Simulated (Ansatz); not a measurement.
TlBr:
```cif
data_BrTl
_chemical_formula_sum 'Tl1 Br1'
_space_group_name_H-M_alt 'P-6m2'
_space_group_IT_number 187
_space_group_name_Hall 'P -6 2'
_cell_length_a 4.56180
_cell_length_b 4.56180
_cell_length_c 4.29596
_cell_angle_alpha 90.000
_cell_angle_beta 90.000
_cell_angle_gamma 120.000
loop_
_atom_site_label
_atom_site_type_symbol
_atom_site_symmetry_multiplicity
_atom_site_Wyckoff_symbol
_atom_site_fract_x
_atom_site_fract_y
_atom_site_fract_z
_atom_site_occupancy
Tl1 Tl 1 a 0.00000 0.00000 0.00000 1
Br1 Br 1 f 0.66667 0.33333 0.50000 1
```

Relaxed with PBE+D3(BJ). 

Problem. HSE06 on this cell (Ansatz, a program for electronic structure, PAW) gives a gap of 3.08 eV. What does PBE+D3(BJ) give?

Solution. 2.35 eV.

Cost on shared cores: the PBE+D3(BJ) run (SCF on a 7×7×7 mesh, then bands and DOS) around 24 core-seconds (rough), the HSE06 run (SCF on 5×5×5, then a few points) about 110 core-seconds (a rough figure); the tasks are unlike.

A made-up cell: these elements were put on the sites of a structure type; neither database checked (COD, Materials Project) lists it. COD files the formula under space group No. 221, so this cell is another polymorph or a model. Its standing as an ambient phase is unchecked. The cell was relaxed with PBE+D3(BJ) under the symmetry of its start; phonons on a q-mesh show no instability. Spin–orbit coupling is left out wherever it is not named.

Potentials: the later of the program's two PAW sets.

Ansatz is a plane-wave DFT program.
